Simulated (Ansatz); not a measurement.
CaMg: vibrational free energy, entropy and heat capacity

These are results of Ansatz, DFT PBEsol, scalar-relativistic, plane waves, PAW, not measurements. Cutoff 420 eV, 10×10×10 k-points (Γ-centred), Fermi-Dirac smearing of 0.15 eV. No spin polarisation. Phonons by linear response, acoustic sum rule imposed.

Relaxed structure:
```cif
data_structure
_symmetry_space_group_name_H-M 'P 1'
_symmetry_Int_Tables_number 1
_cell_length_a 3.9277
_cell_length_b 3.9277
_cell_length_c 3.9277
_cell_angle_alpha 90.000
_cell_angle_beta 90.000
_cell_angle_gamma 90.000
_cell_volume 60.59
loop_
_atom_site_label
_atom_site_type_symbol
_atom_site_fract_x
_atom_site_fract_y
_atom_site_fract_z
_atom_site_occupancy
Ca1 Ca 0.00000 0.00000 0.00000 1
Mg1 Mg 0.50000 0.50000 0.50000 1
```

In a metal, frequencies and elastic constants depend on the k mesh and the smearing, soft modes and shear constants most. Some empty bands missed the eigensolver's threshold. The q mesh is coarse, so values between its points are rough.

Force constants from linear response on a 2×2×2 q mesh, interpolated to a fine mesh.

Task: Give the zero-point energy per atom.

Result: 25.7 meV.

Task: How large are the vibrational entropy and heat capacity at 300 K?

Result: S = 4.50 k_B and C_V = 2.88 k_B per atom, 96 % of the Dulong–Petit value.

Task: Tabulate them against temperature.

Result:
```csv
T (K),F_vib (meV/atom),S (k_B/atom),C_V (k_B/atom)
100,20.5,1.63,2.16
200,-1.6,3.36,2.74
300,-35.8,4.50,2.88
400,-78.3,5.34,2.93
500,-127.3,6.00,2.96
600,-181.3,6.54,2.97
700,-239.7,7.00,2.98
800,-301.7,7.39,2.98
900,-367.0,7.75,2.99
1000,-435.1,8.06,2.99
```

Whether CaMg exists in this form wasn't checked.

Cost: 1 run of about 1.9 core-minutes, on Intel Xeon Platinum 8275CL (Skylake/Cascade Lake) (shared hosts).